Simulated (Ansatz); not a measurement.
The cell was built from the CdI2 type and relaxed in the same program, and has space group P-3m1; it needn't be a known or the stable phase.

An input for CuI2: DFT, PBE, all-electron LAPW, scalar-relativistic (Ansatz 0.2.0).

```yaml
crystal:
  lattice:
    - [3.9469821396, 0.0, 0.0]
    - [-1.9734910698, 3.4181868012, 0.0]
    - [0.0, 0.0, 7.6252784363]
  atoms:
    - { symbol: Cu, position: [0.0, 0.0, 0.0] }
    - { symbol: I, position: [0.3333333333, 0.6666666667, 0.2095637805] }
    - { symbol: I, position: [0.6666666667, 0.3333333333, 0.7904362195] }
kpoints:
  mp_grid: { grid: [13, 13, 7] }
  band_path:
    path:
      - [0.0, 0.0, 0.0]
      - [0.5, 0.0, 0.0]
      - [0.3333333333, 0.3333333333, 0.0]
      - [0.0, 0.0, 0.0]
      - [0.0, 0.0, 0.5]
      - [0.5, 0.0, 0.5]
      - [0.3333333333, 0.3333333333, 0.5]
      - [0.0, 0.0, 0.5]
      - [0.5, 0.0, 0.5]
    npoints: 8
scf:
  occupations: { method: fermi_dirac, width: 0.08 }
hamiltonian:
  xc: pbe
  pseudopotentials: { kind: all_electron, lapw: { basis_error: 0.001 } }
output:
  forces: true
  stress: true
  eigenvalues: true
  populations: true
  dos: { projected: true, de: 0.2, e_range: [-14, 8] }
```

Set-up and iterations as logged by Ansatz (the results part is left out, to be predicted):

```
Cu: projections on atomic orbitals take those of the free atom 1s2 2s2 2p6 3s2 3p6 3d10 4s1, of charge +0.00 (hamiltonian.pseudopotentials.projection_atoms)
I: projections on atomic orbitals take those of the free atom 1s2 2s2 2p6 3s2 3p6 3d10 4s2 4p6 4d10 5s2 5p5, of charge +0.00 (hamiltonian.pseudopotentials.projection_atoms)
LAPW: plane waves up to 7.998 Å⁻¹, error target 1.0e-3 eV per atom; small_component_spin mean_spin; Cu in spheres of 1.385 Å, 19 of its electrons in bands, Dirac shells []; I in spheres of 1.398 Å, 25 of its electrons in bands, Dirac shells []
Engine: ansatz 0.2.0
Pseudopotentials: kind: all_electron
Pseudopotential: Cu, LAPW, valence charge 19, Koelling and Harmon's equation, gaussian nucleus
Pseudopotential: I, LAPW, valence charge 25, Koelling and Harmon's equation, gaussian nucleus
Functional definition: PBE
  parameter kappa = 0.804
  parameter beta = 0.06672455060314922
  exchange = pbe_x(kappa = kappa, mu = beta*pi^2/3)
  correlation = pbe_c(beta = beta)
Crystal: 3 atoms, lattice volume = 102.877 Å³
Basis set: ecut = 243.73397307721868 eV, 847 PW (Γ), exchange–correlation at level 2
Bands: 42, of which v1, the nominal top of the filled ones, is band 35 counted from 1 (34 counted from 0)
Symmetry: 12 space group operations
Space group: P-3m1 (ITA 164), of the structure as read, at distance tolerance 4.7e-5 Å
k-points: 126 of 1183
Non-local potential: Cu, projectors of the file, none
Non-local potential: I, projectors of the file, none
Initial density: superposition of atomic densities (chi_scale 0.1, normalization cell, long waves kept (reshape's long-wave potential 0.40 eV rms))
Initial wavefunctions: plane waves of lowest kinetic energy (no species holds an atomic orbital)
Functional: x = pbe(κ = 0.804, μ = 0.2195149727645171), c = pbe(β = 0.06672455060314922)
iter 1 solved again at ethr=2.23e-3 eV; its pass at ethr=1.00e-1 eV (dr2=1.54e0 eV) is discarded
SCF iter   1: F=—  HF=-432319.218102 eV  |F-HF|=—  |Δ(HF+E_count)|=         —  Δρ=2.61e-2  dr2=1.54e0  ethr=2.23e-3  ⟨swp⟩=2.0  Hψ=34137  notcnv=0
SCF iter   2: F=—  HF=-432318.800515 eV  |F-HF|=—  |Δ(HF+E_count)|=   4.18e-1  Δρ=2.43e-2  dr2=2.47e0  ethr=2.23e-3  ⟨swp⟩=3.0  Hψ=16754  notcnv=0
SCF iter   3: F=—  HF=-432318.605276 eV  |F-HF|=—  |Δ(HF+E_count)|=   1.95e-1  Δρ=1.64e-2  dr2=7.99e-1  ethr=2.23e-3  ⟨swp⟩=3.0  Hψ=16144  notcnv=0
SCF iter   4: F=—  HF=-432318.245237 eV  |F-HF|=—  |Δ(HF+E_count)|=   3.60e-1  Δρ=6.92e-3  dr2=2.13e-1  ethr=1.16e-3  ⟨swp⟩=2.0  Hψ=16093  notcnv=0
iter 5 solved again at ethr=7.63e-6 eV; its pass at ethr=3.09e-4 eV (dr2=5.26e-3 eV) is discarded
SCF iter   5: F=—  HF=-432318.210184 eV  |F-HF|=—  |Δ(HF+E_count)|=         —  Δρ=2.10e-3  dr2=5.25e-3  ethr=7.63e-6  ⟨swp⟩=2.0  Hψ=27028  notcnv=0
the basis was enlarged: its passes take 311.4 KiB over the memory plan, 1 of 1 planned eigensolver slots
SCF iter   6: F=—  HF=-432318.208311 eV  |F-HF|=—  |Δ(HF+E_count)|=   1.87e-3  Δρ=6.54e-4  dr2=8.46e-4  ethr=7.61e-6  ⟨swp⟩=2.0  Hψ=15373  notcnv=0
SCF iter   7: F=—  HF=-432318.208557 eV  |F-HF|=—  |Δ(HF+E_count)|=   2.47e-4  Δρ=1.85e-4  dr2=4.70e-5  ethr=1.23e-6  ⟨swp⟩=2.7  Hψ=15535  notcnv=0
SCF iter   8: F=—  HF=-432318.208578 eV  |F-HF|=—  |Δ(HF+E_count)|=   2.11e-5  Δρ=3.67e-5  dr2=1.84e-6  ethr=6.81e-8  ⟨swp⟩=3.0  Hψ=15731  notcnv=0
SCF iter   9: F=—  HF=-432318.208579 eV  |F-HF|=—  |Δ(HF+E_count)|=   2.14e-7  Δρ=7.64e-6  dr2=7.63e-8  ethr=2.67e-9  ⟨swp⟩=3.0  Hψ=15757  notcnv=0
SCF iter  10: F=-432318.208579 eV  HF=-432318.208579 eV  |F-HF|=6.98e-9  |Δ(HF+E_count)|=   3.95e-8  Δρ=2.76e-6  dr2=1.11e-8  ethr=1.11e-10  ⟨swp⟩=3.0  Hψ=15941  notcnv=0
```

(1) What pressure will this run report?

(2) Is there a band gap?

## Answers

(1) -0.01 GPa (positive in compression).

(2) none: with an odd electron count and no spin polarisation the bands can't all be full, a metal in this set-up (spin order or a larger cell could open a gap).
